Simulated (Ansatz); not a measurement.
ZrS (rock salt, space group No. 225), a = b = c = 5.2243 Å, α = β = γ = 90.00°; the cell used has 2 atoms.

Relaxed with r²SCAN.

Question: Which orbitals make up the states near the Fermi level in the program Ansatz at the r²SCAN level (PAW)?

Answer: Within 0.5 eV of the Fermi level: Zr 4d 83 %, S 3p 7 %, outside the projected shells 6 %. Projections are on Löwdin-orthogonalised atomic valence shells; empty p or d shells of many metals are not among them.

Question: Tabulate the density of states.

Answer: States/eV per cell of 2 atoms, in 0.25 eV bins, energy from the Fermi level.

```csv
E (eV),total,Zr 4d,S 3p,Zr 5s
-7.85,1.02,0.22,0.65,0.12
-7.60,1.44,0.29,0.94,0.16
-7.35,1.67,0.30,1.14,0.17
-7.10,1.16,0.19,0.83,0.09
-6.85,1.07,0.13,0.83,0.05
-6.60,1.08,0.23,0.79,0.02
-6.35,4.83,1.33,3.37,0.02
-6.10,3.46,0.93,2.44,0.01
-5.85,2.24,0.56,1.62,0.01
-5.60,1.74,0.39,1.30,0.01
-5.35,1.39,0.27,1.08,0.00
-5.10,1.12,0.17,0.91,0.00
-4.85,0.47,0.08,0.38,0.00
-4.60,0.25,0.04,0.21,0.00
-4.35,0.14,0.01,0.12,0.00
-4.10,0.04,0.00,0.04,0.00
-3.85,0.00,0.00,0.00,0.00
-3.60,0.01,0.01,0.00,0.00
-3.35,0.08,0.07,0.01,0.00
-3.10,0.14,0.12,0.01,0.00
-2.85,0.20,0.17,0.02,0.00
-2.60,0.26,0.22,0.03,0.00
-2.35,0.33,0.27,0.04,0.00
-2.10,0.40,0.33,0.05,0.00
-1.85,0.48,0.40,0.06,0.00
-1.60,0.59,0.49,0.06,0.00
-1.35,0.72,0.60,0.07,0.01
-1.10,0.78,0.65,0.08,0.01
-0.85,0.86,0.71,0.08,0.01
-0.60,0.97,0.80,0.09,0.01
-0.35,1.13,0.94,0.09,0.02
-0.10,1.26,1.05,0.10,0.02
0.15,1.30,1.09,0.09,0.02
0.40,1.53,1.28,0.11,0.02
0.65,1.67,1.40,0.11,0.03
0.90,1.94,1.62,0.13,0.03
1.15,2.12,1.78,0.14,0.04
1.40,2.54,2.15,0.18,0.05
1.65,2.75,2.27,0.24,0.09
1.90,2.99,2.40,0.26,0.15
2.15,2.71,2.21,0.22,0.13
2.40,2.71,2.27,0.20,0.08
2.65,1.05,0.61,0.14,0.08
2.90,1.30,0.70,0.15,0.14
3.15,1.49,0.73,0.18,0.18
3.40,1.53,0.75,0.20,0.14
3.65,1.52,0.71,0.21,0.12
3.90,1.27,0.46,0.18,0.14
4.15,1.04,0.32,0.15,0.14
4.40,0.75,0.20,0.10,0.13
4.65,0.59,0.13,0.09,0.16
```

Space group Fm-3m (rock salt). The workflow started from an entry of the Crystallography Open Database (COD), which files this formula under 2 space groups. Whether it is the stable phase at ambient conditions was not checked. Symmetry was held in the r²SCAN relaxation; its stability against distortions is not shown here. The run is not spin-polarised. Spin–orbit coupling is left out wherever it is not named.

Potentials: the later of the program's two PAW sets.
